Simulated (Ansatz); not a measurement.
BiAu$_{2}$ (cubic Laves, MgCu2 type)

```yaml
crystal:
  lattice:
    - [0.00000, 3.97237, 3.97237]
    - [3.97237, 0.00000, 3.97237]
    - [3.97237, 3.97237, 0.00000]
  atoms:
    - { symbol: Bi, position: [0.00000, 0.00000, 0.00000] }
    - { symbol: Bi, position: [0.25000, 0.25000, 0.25000] }
    - { symbol: Au, position: [0.62500, 0.62500, 0.12500] }
    - { symbol: Au, position: [0.62500, 0.12500, 0.62500] }
    - { symbol: Au, position: [0.62500, 0.62500, 0.62500] }
    - { symbol: Au, position: [0.12500, 0.62500, 0.62500] }
```

The slice is a {110} plane (indices of the conventional cell) through the point (0.125, 0.625, 0.625) (fractional), spanned by u = [100] and v = [1 -1 -1] in vectors of this cell: u (5.62 Å) and v (7.94 Å, at 90° to u). It covers one period; positions are fractions (u, v).

The numbers are results of PBEsol (plane waves to 420 eV, PAW, scalar-relativistic; Ansatz, a first-principles code), not measurements. k mesh 10×10×10. Near the nuclei the fields are pseudised (PAW); where an atom keeps semicore shells as valence, they peak there. BiAu2 was relaxed with its symmetry unable to fall. Spin-orbit coupling is left out, though Au and Bi are heavy.

What is the valence density on the shortest Au–Au line in this plane (2.81 Å), at its midpoint?

0.34 e/Å³.

What is the ELF at the midpoint of the shortest Au–Au line in this plane (2.81 Å)?

0.2.

Sketch the valence electron density on this plane as a map.


```
|9999886633222233557788999988775533222233668899|
|8888775533221122446677888877664422112233557788|
|6666553322111111224455666655443322111122335566|
|4433332211000011112233444433222211111111223333|
|2222111100000000001111222222111111111111111122|
|1100000000000000000000111111111111111111111111|
|0000001111112211111100000000111122222211111100|
|0000112233333333221111000000111122222211110000|
|0011223344556655443311000000001111222211110000|
|0011335566777777664422110000001111111111000000|
|1122446677888888775533110000000000111100000000|
|1122446688888888775533110000000000000000000000|
|1122446677888888775533110000000000000000000000|
|0011335566777777664422110000000000000000000000|
|0011223344556655443311000000001111221111110000|
|0000112233333333221111000011112233333333221100|
|0000001111112211110000000011334455665544332211|
|0000000000000000000000001122446677777766553311|
|1100000000000000000000001133557788888877664422|
|1100000000000000000000001133557788888888664422|
|1100000000111100000000001133557788888877664422|
|0000000011111111110000001122446677777766553311|
|0000001111222211110000000011334455665544332211|
|0000001111222222111100000011112233333333221100|
|0000111111222222111100000000111111221111110000|
|1111111111111111111111111100000000000000000000|
|2222111111111111111122222211110000000000111122|
|4433332211111111222233444433221111000011223333|
|6666553322111122334455666655442211111122335566|
|8888775533221122446677888877664422112233557788|
|9999886633222233557788999988775533222233668899|
|9999886644222233557799999999775533222244668899|
```
Scale: ten equal steps from -0.97 (start of '0') to 1.18 (end of '9'), in the order '0123456789'. Values: log₁₀ of the valence density in e/Å³. The map has 23 points along u (two characters each, u = 0 at the left) and 32 along v (v = 0 in the bottom row). The scale is logarithmic, as a density can span decades between atoms and voids.
